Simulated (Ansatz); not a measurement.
AlN:
```
AlN
1.0
    3.13021     0.00000     0.00000
   -1.56511     2.71085     0.00000
    0.00000     0.00000     5.01799
Al N
2 2
Direct
  0.66667   0.33333   0.49923
  0.33333   0.66667   0.99923
  0.66667   0.33333   0.88077
  0.33333   0.66667   0.38077
```

Relaxed with PBE. Special points in fractions of this cell's reciprocal vectors: Γ (0.000, 0.000, 0.000); M (0.500, 0.000, 0.000); K (0.333, 0.333, 0.000); A (0.000, 0.000, 0.500); L (0.500, 0.000, 0.500); H (0.333, 0.333, 0.500).

List the band energies nearest the valence-band maximum at these points for PBE (plane waves, PAW; program Ansatz).

In eV from the valence-band maximum; about four levels below and three above (degenerate sets whole), none deeper than 8.9 eV; points with the same levels are listed once.

```
k                          below                  above
-  -----------------------------  ---------------------
Γ   -0.84 -0.84 -0.20 -0.20 0.00        4.03 6.51 10.45
M        -3.29 -2.05 -1.74 -0.68         5.76 5.77 8.02
K  -3.75 -3.75 -2.41 -2.34 -2.34    5.05 8.27 9.54 9.54
A        -0.53 -0.53 -0.53 -0.53  6.31 6.31 10.18 10.18
L        -1.44 -1.44 -1.34 -1.34    5.25 5.25 9.15 9.15
H        -3.78 -3.78 -0.79 -0.79    7.35 7.35 7.71 7.71
```

Space group P6_3mc (wurtzite). The cell was relaxed with PBE under the symmetry of its start.

Potentials: the later of the program's two PAW sets.
